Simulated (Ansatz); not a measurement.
ZrO$_{2}$ (fluorite)

```yaml
crystal:
  lattice:
    - [0.00000, 2.53204, 2.53204]
    - [2.53204, 0.00000, 2.53204]
    - [2.53204, 2.53204, 0.00000]
  atoms:
    - { symbol: Zr, position: [0.00000, 0.00000, 0.00000] }
    - { symbol: O, position: [0.25000, 0.25000, 0.25000] }
    - { symbol: O, position: [0.75000, 0.75000, 0.75000] }
```

The slice is a {110} plane (indices of the conventional cell) through the point (0.000, 0.000, 0.000) (fractional), spanned by u = [100] and v = [1 -1 -1] in vectors of this cell: u (3.58 Å) and v (5.06 Å, at 90° to u). It covers one period; positions are fractions (u, v).

Calculation: PBEsol (plane waves to 420 eV, PAW, scalar-relativistic; Ansatz, a quantum-chemistry and plane-wave program). k mesh 11×11×11. These are valence fields of a PAW run, semicore shells included where kept as valence: close to a nucleus they are smooth pseudo fields. This is a high-temperature form of ZrO2. ZrO2 is run without spin polarisation. ZrO2 was relaxed with its symmetry unable to fall.

Three fields on this plane, each scaled to ten steps between its own extremes (0 low, 9 high; the total valence density on a logarithmic scale, the potential cut 8 eV below its top; x marks points blanked near nuclei; v = 0 in the bottom row):

Map A
```
|xxxxx21333312xxxx|
|xxxx5259xx9525xxx|
|xxxx35xxxxxx53xxx|
|xx623xxxxxxxx326x|
|22116xxxxxxxx6112|
|00039xxxxxxxx9300|
|00039xxxxxxxx9300|
|00038xxxxxxxx8300|
|000269xxxxxx96200|
|00013689xx9863100|
|00001223333221000|
|00000011111100000|
|00001223333221000|
|00013689xx9863100|
|000269xxxxxx96200|
|00038xxxxxxxx8300|
|00039xxxxxxxx9300|
|00039xxxxxxxx9300|
|22116xxxxxxxx6112|
|xx623xxxxxxxx326x|
|xxxx35xxxxxx53xxx|
|xxxx5259xx9525xxx|
|xxxxx21333312xxxx|
|xxxxx20111102xxxx|
```

Map B
```
|xxxxx02688620xxxx|
|xxxx0025xx5300xxx|
|xxxx00xxxxxx00xxx|
|xx000xxxxxxxx000x|
|00003xxxxxxxx3000|
|01356xxxxxxxx6531|
|55677xxxxxxxx7765|
|78898xxxxxxxx8988|
|999998xxxxxx89999|
|99999987xx7899999|
|99999988888899999|
|99999988888899999|
|99999988888899999|
|99999987xx7899999|
|999998xxxxxx89999|
|78898xxxxxxxx8988|
|55677xxxxxxxx7765|
|01356xxxxxxxx6531|
|00003xxxxxxxx3000|
|xx000xxxxxxxx000x|
|xxxx00xxxxxx00xxx|
|xxxx0035xx5200xxx|
|xxxxx02688620xxxx|
|xxxxx01688610xxxx|
```

Map C
```
|xxxxx87777778xxxx|
|xxxx9888xx8889xxx|
|xxxx98xxxxxx89xxx|
|xx988xxxxxxxx889x|
|77678xxxxxxxx8767|
|44568xxxxxxxx8654|
|33457xxxxxxxx7543|
|22346xxxxxxxx6432|
|112457xxxxxx75421|
|01134678xx8764311|
|00123456776543210|
|00012455665542100|
|00123456776543210|
|01134678xx8764311|
|112457xxxxxx75421|
|22346xxxxxxxx6432|
|33457xxxxxxxx7543|
|44568xxxxxxxx8654|
|77678xxxxxxxx8767|
|xx988xxxxxxxx889x|
|xxxx98xxxxxx89xxx|
|xxxx9888xx8889xxx|
|xxxxx87777778xxxx|
|xxxxx86666668xxxx|
```

**Question.** Assign the maps to these fields: electron localisation function (ELF); valence electron density; electrostatic potential energy of an electron, from the cell's mean.

**Answer.** A is the electron localisation function (ELF); B is the electrostatic potential energy of an electron, from the cell's mean; C is the valence electron density.
